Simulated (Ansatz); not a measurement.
SrBiIO2 in space group Cmcm (No. 63; Sr on 4c, Bi on 4c, I on 4c, O on 8e), plane-wave PAW r²SCAN (Ansatz code). The conduction-band minimum lies at Y, with 1 equivalent valley. Second derivatives d²E/dk² of the lowest band at one valley (eV·Å²), along Cartesian directions:

| direction | d²E/dk² |
|---|---|
| [100] | 17.56 |
| [010] | 0.7269 |
| [001] | 22.66 |
| [110] | 9.142 |
| [101] | 20.11 |
| [011] | 11.69 |

Find the principal effective masses, the density-of-states mass and the conductivity mass.

Off-diagonal terms follow from H_xy = H[110] − (H_xx + H_yy)/2, and m*/mₑ = 7.620 eV·Å² over each eigenvalue: 0.34, 0.43, 10. One valley's DOS mass (m₁m₂m₃)^(1/3) = 1.2, conductivity mass 3/(Σ 1/mᵢ) = 0.56 mₑ.

What effective density of states Nc follows at 300 K for parabolic valleys?

Nc = 2.509e19 × 1 × (1.2)^(3/2) ≈ 3.3e19 cm⁻³.

The workflow started from a Materials Project entry (that database holds measured and hypothetical structures alike); the Crystallography Open Database files this formula in space group No. 63, but the cells were not matched. Its standing as an ambient phase is unchecked. Symmetry was held in the r²SCAN relaxation; its stability against distortions is not shown here. Scalar-relativistic: spin–orbit coupling is off unless named, which matters more the heavier the elements.

Potentials: the later of the program's two PAW sets.

Edges and masses are those of Kohn–Sham bands, whose gap is no quasiparticle gap.
